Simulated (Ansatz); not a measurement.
Relaxed CaO (rock salt):

```
CaO
1.0
    0.00000     2.41535     2.41535
    2.41535     0.00000     2.41535
    2.41535     2.41535     0.00000
O Ca
1 1
Direct
  0.00000   0.00000   0.00000
  0.50000   0.50000   0.50000
```

In each cell atom 2 (Ca, nearest neighbour O at 2.415 Å; its periodic images, 3.4 Å or more away, move with it) moves by s·(0.577, 0.577, 0.577) (along Cartesian [111]), the rest being held.

These are PBE (plane waves to 420 eV, PAW, scalar-relativistic; Ansatz, a first-principles code) values and carry that method's errors. k mesh 10×10×10 (Γ-centred), Fermi-Dirac smearing 0.05 eV. E stands for the smeared free energy. CaO was relaxed with its symmetry unable to fall. ΔE is measured from the undisplaced structure.

The scan covers s from -0.720 to 0.720 Å in 11 points.

Task: Is this a single well or a double well?

Result: A single well with its minimum at or next to zero displacement.

Task: Is the energy the same for equal positive and negative displacements?

Result: Even: the same for both signs. With its periodic images moving along, the atom's site symmetry in this cell is m-3m.

Task: What is the force constant k = d²E/ds² of this move at s = 0?

Result: 2.75 eV/Å².

Task: With two atoms in the cell this is the zone-centre optical mode. What wavenumber follows (transverse: no LO-TO term)?

Result: 256 cm⁻¹.

(A displaced cell: forces are minus the slopes of the energy, force constants its curvatures, and phonons follow from these.)
